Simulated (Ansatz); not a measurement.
A geometry of SiO$_{2}$ away from equilibrium: the start of the relaxation of a generated cell, SiO2 built in the AFLOW prototype AB2_mC6_12_a_i (C34, as in Te2Au). All values below come from PBE (plane waves to 420 eV, PAW, scalar-relativistic; Ansatz, a program for electronic structure). Γ-centred k-mesh 9×9×7 on the run's cell (coarser than for final values), Fermi–Dirac smearing 0.05 eV.

```xyz
3
Lattice="2.4184 -1.4825 0.0000 2.4184 1.4825 0.0000 -0.0024 0.0000 3.4105" Properties=species:S:1:pos:R:3:forces:R:3 pbc="T T T" free_energy=-1770.723 pressure_GPa=-4.2
Si     0.0000     0.0000     0.0000    0.0000    0.0000    0.0000
O      3.3266     0.0000     0.9853   -1.2242    0.0000   -5.3080
O      1.5079     0.0000     2.4252    1.2242    0.0000    5.3080
```

Positions in Å, forces in eV/Å, free energy of the cell in eV (comparable only within this code, potentials and settings). Largest force: 5.45 eV/Å, on O2, O3 (atoms numbered as listed); the geometry lies 0.81 eV/atom above the end of its relaxation.

No spin polarisation in the result. Without a van der Waals term the distances between weakly bound units are poorly fixed.

The run could not lose the symmetry of its start: the end is stationary, and may be a saddle point rather than a minimum.

The end of the path is a generated cell of SiO2: the first start was made by placing the elements on the sites of a structure type, and the end was not matched to a known phase here, so it may be hypothetical. Known forms of SiO2 include space group No. 92, 136, 152, 154.
